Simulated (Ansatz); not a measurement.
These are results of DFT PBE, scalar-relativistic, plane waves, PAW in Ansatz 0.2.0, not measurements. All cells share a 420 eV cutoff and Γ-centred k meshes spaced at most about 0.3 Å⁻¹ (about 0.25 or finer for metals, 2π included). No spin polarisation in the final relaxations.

Each of these unrelaxed guesses is relaxed in cell and atoms within its symmetry. A guess keeps its type if space group and coordination stay and the shape of the cell changes little (axis ratios within about 15 %, angles within 6°); the volume may change.

1. MgAlC2N2

```cif
data_structure
_symmetry_space_group_name_H-M 'P-1'
_symmetry_Int_Tables_number 2
_cell_length_a 3.5119
_cell_length_b 4.0115
_cell_length_c 7.4632
_cell_angle_alpha 77.836
_cell_angle_beta 78.827
_cell_angle_gamma 76.896
_cell_volume 98.92
loop_
_atom_site_label
_atom_site_type_symbol
_atom_site_symmetry_multiplicity
_atom_site_Wyckoff_symbol
_atom_site_fract_x
_atom_site_fract_y
_atom_site_fract_z
_atom_site_occupancy
Mg1 Mg 1 a 0.00000 0.00000 0.00000 1
Al1 Al 1 f 0.50000 0.00000 0.50000 1
C1 C 2 i 0.19364 0.61271 0.19364 1
N1 N 2 i 0.30807 0.38386 0.30807 1
```

2. Ta3P4

```cif
data_structure
_symmetry_space_group_name_H-M 'P4/mmm'
_symmetry_Int_Tables_number 123
_cell_length_a 3.6062
_cell_length_b 3.6062
_cell_length_c 10.2000
_cell_angle_alpha 90.000
_cell_angle_beta 90.000
_cell_angle_gamma 90.000
_cell_volume 132.65
loop_
_atom_site_label
_atom_site_type_symbol
_atom_site_symmetry_multiplicity
_atom_site_Wyckoff_symbol
_atom_site_fract_x
_atom_site_fract_y
_atom_site_fract_z
_atom_site_occupancy
Ta1 Ta 2 g 0.00000 0.00000 0.75000 1
Ta2 Ta 1 d 0.50000 0.50000 0.50000 1
P1 P 1 b 0.00000 0.00000 0.50000 1
P2 P 2 h 0.50000 0.50000 0.25000 1
P3 P 1 a 0.00000 0.00000 0.00000 1
```

3. Ga2P

```cif
data_structure
_symmetry_space_group_name_H-M 'P6_3/mmc'
_symmetry_Int_Tables_number 194
_cell_length_a 4.5298
_cell_length_b 4.5298
_cell_length_c 5.5243
_cell_angle_alpha 90.000
_cell_angle_beta 90.000
_cell_angle_gamma 120.000
_cell_volume 98.17
loop_
_atom_site_label
_atom_site_type_symbol
_atom_site_symmetry_multiplicity
_atom_site_Wyckoff_symbol
_atom_site_fract_x
_atom_site_fract_y
_atom_site_fract_z
_atom_site_occupancy
Ga1 Ga 2 a 0.00000 0.00000 0.50000 1
Ga2 Ga 2 d 0.66667 0.33333 0.25000 1
P1 P 2 c 0.66667 0.33333 0.75000 1
```

4. YZr3

```cif
data_structure
_symmetry_space_group_name_H-M 'P4/mmm'
_symmetry_Int_Tables_number 123
_cell_length_a 2.8344
_cell_length_b 2.8344
_cell_length_c 9.3298
_cell_angle_alpha 90.000
_cell_angle_beta 90.000
_cell_angle_gamma 90.000
_cell_volume 74.96
loop_
_atom_site_label
_atom_site_type_symbol
_atom_site_symmetry_multiplicity
_atom_site_Wyckoff_symbol
_atom_site_fract_x
_atom_site_fract_y
_atom_site_fract_z
_atom_site_occupancy
Y1 Y 1 a 0.00000 0.00000 0.00000 1
Zr1 Zr 2 h 0.50000 0.50000 0.73428 1
Zr2 Zr 1 b 0.00000 0.00000 0.50000 1
```

**Question.** Which keep their type?

**Answer.** Guesses 2, 3 and 4 keep their type.

```
guess  kept  start group  end group  V start (Å³/atom)  V end  b/a and c/a, end over start  nearest neighbours start  nearest neighbours end
    1    no          P-1       C2/m               16.5   10.4                            -      Al 2, C 1, Mg 2, N 1    Al 6, C 1, Mg 6, N 1
    2   yes       P4/mmm     P4/mmm               19.0   17.8                   1.00, 0.98             P 2/5/6, Ta 6           P 2/5/6, Ta 6
    3   yes     P6_3/mmc   P6_3/mmc               16.4   17.6                   1.00, 0.97            Ga 11/14, P 11          Ga 11/14, P 11
    4   yes       P4/mmm     P4/mmm               18.7   25.3                   1.00, 0.93               Y 12, Zr 12             Y 12, Zr 12
```

Neighbours count within 15 % of an atom's shortest distance; end groups are read at 0.02 Å (0.05 Å in metals).

Spin–orbit coupling, which can matter for Ta, is left out. In MgAlC2N2 C2/m an odd number of electrons in the primitive cell allows no gap without spin; a larger cell or a magnetic state could open one. A magnetic state wasn't ruled out in cells without spin, among them Ta3P4 P4/mmm. Cells relaxed within their symmetry can be saddle points; a later kick test found a lower structure for Ta3P4 P4/mmm.

In counts of neighbours, a slash parts the counts of unlike sites.
